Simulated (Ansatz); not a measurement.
Geometry optimisation in Ansatz: input, command and trajectory.

```yaml
crystal:
  lattice:
    - [-5.50792156, -5.50792156, 0.0]
    - [0.0, 5.50792156, 5.50792156]
    - [-5.50792156, 5.50792156, -5.50792156]
  atoms:
    - { symbol: Al, position: [0.0020503505, 0.0062354337, 0.0007871531] }
    - { symbol: Al, position: [0.8361932362, 0.1692858428, 0.6687273908] }
    - { symbol: Al, position: [0.3324848367, 0.1687538905, 0.6635920455] }
    - { symbol: Al, position: [0.5004441292, 0.49871629, 0.9978193585] }
    - { symbol: Al, position: [0.8296779695, 0.6664347558, 0.6667005004] }
    - { symbol: Al, position: [0.3290319357, 0.6604933591, 0.668326017] }
    - { symbol: P, position: [0.9977294579, 0.4980580753, 0.2481699748] }
    - { symbol: P, position: [0.9966329899, 0.9984840123, 0.2471006873] }
    - { symbol: Ga, position: [0.499215497, 0.9986646391, 0.9976343596] }
    - { symbol: Ga, position: [0.6672827887, 0.3329712019, 0.3299239633] }
    - { symbol: Ga, position: [0.167002084, 0.3356621755, 0.3361770043] }
    - { symbol: Ga, position: [0.9981047719, 0.4987541979, 0.9989824624] }
    - { symbol: Ga, position: [0.6668072686, 0.833609754, 0.3319320516] }
    - { symbol: Ga, position: [0.1686251828, 0.8330438167, 0.331994732] }
    - { symbol: As, position: [0.3312921281, 0.1602155984, 0.9193093157] }
    - { symbol: As, position: [0.8290227025, 0.1664276695, 0.9165818338] }
    - { symbol: As, position: [0.6652638612, 0.3317220811, 0.5828278654] }
    - { symbol: As, position: [0.1646174129, 0.3303530095, 0.589174772] }
    - { symbol: As, position: [0.4958406514, 0.495300757, 0.2518521654] }
    - { symbol: As, position: [0.3342133752, 0.6589298756, 0.9164738015] }
    - { symbol: As, position: [0.8335847226, 0.6648388803, 0.9163506026] }
    - { symbol: As, position: [0.6661817889, 0.830790277, 0.5813295162] }
    - { symbol: As, position: [0.1651344979, 0.8296476814, 0.5858156526] }
    - { symbol: As, position: [0.5004111519, 0.9990724649, 0.2497513948] }
  symmetry: { detect: false }
basis:
  ecutwfc: 420
kpoints:
  mp_grid: { grid: [2, 2, 2], shift: [0.5, 0.5, 0.5] }
hamiltonian:
  xc: pbe
scf:
  occupations: { method: gaussian, width: 0.1 }
  lower_state_search: "off"
output:
  forces: true
  stress: true
  eigenvalues: true
relax:
  adjacent_minimum: "off"
  f_tol: 0.04
  max_steps: 50
  cell: { stress_tol: 0.3 }
```

```bash
ansatz run input.yaml --threads 4 --pin off --max-ram 9216MiB --backend cpu --events-out ev --progress --plain --runs-dir out
```

These are results of DFT PBE, scalar-relativistic, plane waves, PAW in Ansatz 0.2.0, not measurements.

Of 5 frames 5 are shown, positions in Å and forces in eV/Å; the SCF threshold varies from step to step. Steps run on the plane waves of an earlier cell, with a Pulay correction in the pressure. The basis is chosen afresh for the last frame, the zero of the energies, and at times for earlier ones too; energy and pressure step there, also at an unchanged geometry.

```xyz
24
Lattice="-5.5079 -5.5079 0.0000 0.0000 5.5079 5.5079 -5.5079 5.5079 -5.5079" Properties=species:S:1:pos:R:3:forces:R:3 pbc="T T T" step=1 free_energy_over_end_meV_per_atom=67.52 pressure_GPa=8.58
Al   -0.0156    0.0274    0.0300    0.0598    0.2135   -0.7615
Al   -8.2890    0.0100   -2.7509    0.6880   -0.0416   -0.3026
Al   -5.4863    2.7532   -2.7255   -0.3741   -0.2242   -0.7145
Al   -8.2523    5.4864   -2.7490   -0.3543   -0.1290   -0.6137
Al   -8.2419    2.7730   -0.0015   -0.0562   -0.3066   -0.0866
Al   -5.4934    5.5068   -0.0431   -0.2721   -0.0966    0.5191
P    -6.8623   -1.3853    1.3764   -0.2248   -0.0059    0.0773
P    -6.8504    1.3712    4.1386   -0.4699    0.1233   -0.0606
Ga   -8.2445    8.2458    0.0057   -0.0227   -0.0608   -0.6077
Ga   -5.4925   -0.0242    0.0168   -0.5471   -0.1870    0.1705
Ga   -2.7715    2.7806   -0.0028    1.0611    0.0370   -0.3149
Ga  -10.9998    2.7519   -2.7552   -0.5962    0.3091   -0.3922
Ga   -5.5010    2.7470    2.7632   -0.3106   -0.5494    0.1908
Ga   -2.7574    5.4882    2.7597    0.9001    0.3062   -0.1845
As   -6.8882    4.1212   -4.1810    0.2592   -0.0202    0.7694
As   -9.6147    1.3989   -4.1318   -0.2653   -0.2305   -0.0575
As   -6.8744    1.3730   -1.3831   -0.0940   -0.1350    0.1545
As   -4.1518    4.1580   -1.4256    0.4024   -0.2213    0.4651
As   -4.1182    1.3842    1.3409    0.0248   -0.1893    0.5726
As   -6.8887    6.8364   -1.4185    0.0890    0.5381    0.2841
As   -9.6385    4.1177   -1.3853   -0.1678    0.4388    0.3485
As   -6.8712    4.1086    1.3740   -0.0413    0.5998    0.1024
As   -4.1362    6.8867    1.3430    0.1569    0.0031    0.2701
As   -4.1318    4.1222    4.1272    0.1552   -0.1713    0.1718
24
Lattice="-5.6647 -5.5423 0.0493 -0.0677 5.5607 5.6819 -5.7154 5.6423 -5.6957" Properties=species:S:1:pos:R:3:forces:R:3 pbc="T T T" step=2 free_energy_over_end_meV_per_atom=3.15 pressure_GPa=1.18
Al   -0.0637    0.0450   -0.0518    0.2109   -0.0341   -0.0962
Al   -8.5620    0.0729   -2.8269    0.1134   -0.0167   -0.0265
Al   -5.6868    2.8136   -2.8253   -0.0237    0.0118   -0.1607
Al   -8.5737    5.6424   -2.8416   -0.0872   -0.0715   -0.0958
Al   -8.5755    2.8567    0.0146   -0.0855   -0.0837   -0.0303
Al   -5.7219    5.6074   -0.0081    0.0014   -0.0379    0.1279
P    -7.1159   -1.3471    1.4635   -0.0055   -0.0998    0.0306
P    -7.1575    1.4403    4.2949   -0.0962   -0.0708    0.0535
Ga   -8.6085    8.4255    0.0050   -0.0032   -0.0524   -0.1384
Ga   -5.7209   -0.0047    0.0547   -0.0359    0.0454   -0.0293
Ga   -2.8128    2.7959    0.0092    0.0767    0.1172   -0.1536
Ga  -11.4383    2.9115   -2.8557   -0.0432    0.0119    0.0004
Ga   -5.7721    2.7872    2.8828    0.0478   -0.0300    0.0064
Ga   -2.8428    5.5596    2.8410    0.0540    0.1619   -0.0541
As   -7.1161    4.2583   -4.2708    0.0602    0.0088    0.2035
As   -9.9823    1.4902   -4.2512   -0.1235   -0.0780   -0.0337
As   -7.1263    1.4417   -1.3870   -0.0665    0.0160   -0.0216
As   -4.2729    4.2177   -1.4194    0.0546   -0.0598    0.1083
As   -4.2840    1.4282    1.4375   -0.0048   -0.1084    0.1350
As   -7.1534    7.0182   -1.4290    0.0107    0.1537    0.0387
As  -10.0170    4.2815   -1.4003   -0.0593    0.0984    0.0869
As   -7.1651    4.2277    1.4499   -0.0009    0.1795   -0.0409
As   -4.2960    6.9889    1.4274   -0.0257    0.0237    0.0074
As   -4.3240    4.2003    4.2755    0.0312   -0.0852    0.0822
24
Lattice="-5.7067 -5.6362 0.0201 -0.0162 5.6324 5.7019 -5.7187 5.6684 -5.7217" Properties=species:S:1:pos:R:3:forces:R:3 pbc="T T T" step=3 free_energy_over_end_meV_per_atom=0.85 pressure_GPa=0.10
Al   -0.0472    0.0372   -0.0543    0.0377   -0.0206   -0.0365
Al   -8.5857    0.0237   -2.8626    0.0332   -0.0154   -0.0235
Al   -5.6893    2.8243   -2.8514   -0.0303   -0.0029   -0.0587
Al   -8.5731    5.6581   -2.8639   -0.0310   -0.0251   -0.0656
Al   -8.5876    2.8444   -0.0111   -0.0150   -0.0453   -0.0334
Al   -5.7014    5.6465   -0.0075   -0.0172   -0.0339    0.0075
P    -7.1351   -1.4054    1.4326    0.0037    0.0064    0.0310
P    -7.1485    1.4101    4.2822   -0.0309    0.0244    0.0209
Ga   -8.5781    8.4756   -0.0056   -0.0055   -0.0327   -0.0639
Ga   -5.7409   -0.0231    0.0308    0.0040   -0.0181   -0.0403
Ga   -2.7946    2.8195    0.0009    0.0003    0.0021   -0.0540
Ga  -11.4594    2.8848   -2.8971   -0.0387   -0.0234   -0.0320
Ga   -5.7560    2.7946    2.8813    0.0437   -0.0399   -0.0264
Ga   -2.8024    5.6314    2.8443    0.0006    0.0058   -0.0270
As   -7.1210    4.2627   -4.2949    0.0181    0.0079    0.0700
As  -10.0238    1.4333   -4.3028   -0.0127    0.0138    0.0184
As   -7.1496    1.4251   -1.4328   -0.0027    0.0018    0.0326
As   -4.2623    4.2352   -1.4291    0.0309   -0.0092    0.0468
As   -4.2804    1.4095    1.4267   -0.0095    0.0081    0.0541
As   -7.1370    7.0620   -1.4510    0.0184    0.0664    0.0414
As  -10.0249    4.2705   -1.4418   -0.0050    0.0296    0.0405
As   -7.1566    4.2409    1.4195    0.0073    0.0572    0.0238
As   -4.2684    7.0491    1.4186    0.0129    0.0208    0.0333
As   -4.2883    4.2240    4.2748   -0.0122    0.0221    0.0408
24
Lattice="-5.7076 -5.6199 0.0334 -0.0335 5.6200 5.7063 -5.7263 5.6721 -5.7248" Properties=species:S:1:pos:R:3:forces:R:3 pbc="T T T" step=4 free_energy_over_end_meV_per_atom=0.65 pressure_GPa=-0.01
Al   -0.0439    0.0345   -0.0581    0.0021    0.0015    0.0019
Al   -8.5912    0.0352   -2.8546    0.0008    0.0014   -0.0004
Al   -5.7017    2.8306   -2.8531    0.0013    0.0030    0.0020
Al   -8.5930    5.6605   -2.8638    0.0004   -0.0001    0.0044
Al   -8.6071    2.8469   -0.0024   -0.0006    0.0004    0.0023
Al   -5.7191    5.6413   -0.0011    0.0003    0.0006    0.0033
P    -7.1477   -1.3922    1.4493   -0.0024    0.0007   -0.0013
P    -7.1686    1.4177    4.3010    0.0039   -0.0039    0.0026
Ga   -8.6049    8.4716   -0.0038    0.0008   -0.0024    0.0009
Ga   -5.7507   -0.0173    0.0375   -0.0009    0.0007    0.0031
Ga   -2.8025    2.8177   -0.0020   -0.0035    0.0045   -0.0031
Ga  -11.4830    2.8961   -2.8887   -0.0016   -0.0023    0.0021
Ga   -5.7680    2.7923    2.8912    0.0015    0.0004    0.0023
Ga   -2.8199    5.6261    2.8464   -0.0010    0.0051   -0.0001
As   -7.1300    4.2723   -4.2888   -0.0013    0.0017   -0.0003
As  -10.0347    1.4505   -4.2907    0.0006    0.0010    0.0010
As   -7.1590    1.4357   -1.4206    0.0022   -0.0010    0.0001
As   -4.2693    4.2365   -1.4232   -0.0048   -0.0023   -0.0039
As   -4.2909    1.4143    1.4382    0.0030   -0.0042   -0.0069
As   -7.1545    7.0663   -1.4427   -0.0002   -0.0017   -0.0033
As  -10.0444    4.2809   -1.4284    0.0018   -0.0025   -0.0047
As   -7.1744    4.2462    1.4335   -0.0003   -0.0025   -0.0012
As   -4.2871    7.0472    1.4269   -0.0033    0.0005    0.0006
As   -4.3077    4.2255    4.2892    0.0015    0.0013   -0.0009
24
Lattice="-5.7076 -5.6199 0.0334 -0.0335 5.6200 5.7063 -5.7263 5.6721 -5.7248" Properties=species:S:1:pos:R:3:forces:R:3 pbc="T T T" step=5 free_energy_over_end_meV_per_atom=0.00 pressure_GPa=0.02
Al   -0.0439    0.0345   -0.0581    0.0020    0.0015    0.0018
Al   -8.5912    0.0352   -2.8546    0.0007    0.0013   -0.0006
Al   -5.7017    2.8306   -2.8531    0.0011    0.0030    0.0018
Al   -8.5930    5.6605   -2.8638    0.0005   -0.0003    0.0044
Al   -8.6071    2.8469   -0.0024   -0.0008    0.0004    0.0021
Al   -5.7191    5.6413   -0.0011    0.0001    0.0005    0.0030
P    -7.1477   -1.3922    1.4493   -0.0023    0.0008   -0.0012
P    -7.1686    1.4177    4.3010    0.0040   -0.0038    0.0026
Ga   -8.6049    8.4716   -0.0038    0.0007   -0.0023    0.0008
Ga   -5.7507   -0.0173    0.0375   -0.0011    0.0005    0.0033
Ga   -2.8025    2.8177   -0.0020   -0.0031    0.0044   -0.0030
Ga  -11.4830    2.8961   -2.8887   -0.0018   -0.0020    0.0018
Ga   -5.7680    2.7923    2.8912    0.0012    0.0002    0.0025
Ga   -2.8199    5.6261    2.8464   -0.0006    0.0050   -0.0002
As   -7.1300    4.2723   -4.2888   -0.0014    0.0017   -0.0004
As  -10.0347    1.4505   -4.2907    0.0006    0.0012    0.0010
As   -7.1590    1.4357   -1.4206    0.0022   -0.0010    0.0002
As   -4.2693    4.2365   -1.4232   -0.0047   -0.0023   -0.0038
As   -4.2909    1.4143    1.4382    0.0030   -0.0042   -0.0069
As   -7.1545    7.0663   -1.4427   -0.0002   -0.0015   -0.0033
As  -10.0444    4.2809   -1.4284    0.0017   -0.0025   -0.0048
As   -7.1744    4.2462    1.4335   -0.0003   -0.0025   -0.0010
As   -4.2871    7.0472    1.4269   -0.0032    0.0006    0.0007
As   -4.3077    4.2255    4.2892    0.0016    0.0013   -0.0008
```

Time: 93 s on 4 threads of Intel(R) Xeon(R) Processor @ 2.70GHz, on a shared host, peak memory 1.8 GiB.

The k mesh is coarse.